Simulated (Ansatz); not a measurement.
MoSe₂ in space group P6_3/mmc (No. 194; Mo on 2c, Se on 4f), the program Ansatz at the PBE+D3(BJ) level (PAW). The conduction-band minimum lies on the K–Γ line, 45 % of the way from K, with 6 equivalent valleys. Second derivatives d²E/dk² of the lowest band at one valley (eV·Å²), along Cartesian directions:

| direction | d²E/dk² |
|---|---|
| [100] | 12.60 |
| [010] | 15.09 |
| [001] | 16.21 |
| [110] | 11.71 |
| [101] | 14.41 |
| [011] | 15.66 |

Question: Find the principal effective masses, the density-of-states mass and the conductivity mass.

Answer: Off-diagonal terms follow from H_xy = H[110] − (H_xx + H_yy)/2, and m*/mₑ = 7.620 eV·Å² over each eigenvalue: 0.47, 0.47, 0.67. One valley's DOS mass (m₁m₂m₃)^(1/3) = 0.53, conductivity mass 3/(Σ 1/mᵢ) = 0.52 mₑ.

Question: What effective density of states Nc follows at 300 K for parabolic valleys?

Answer: Nc = 2.509e19 × 6 × (0.53)^(3/2) ≈ 5.8e19 cm⁻³.

The cell was relaxed with PBE+D3(BJ) under the symmetry of its start. The run is not spin-polarised. Spin–orbit coupling is left out wherever it is not named.

Potentials: the earlier of the program's two PAW sets.

Edges and masses are those of Kohn–Sham bands, whose gap is no quasiparticle gap.
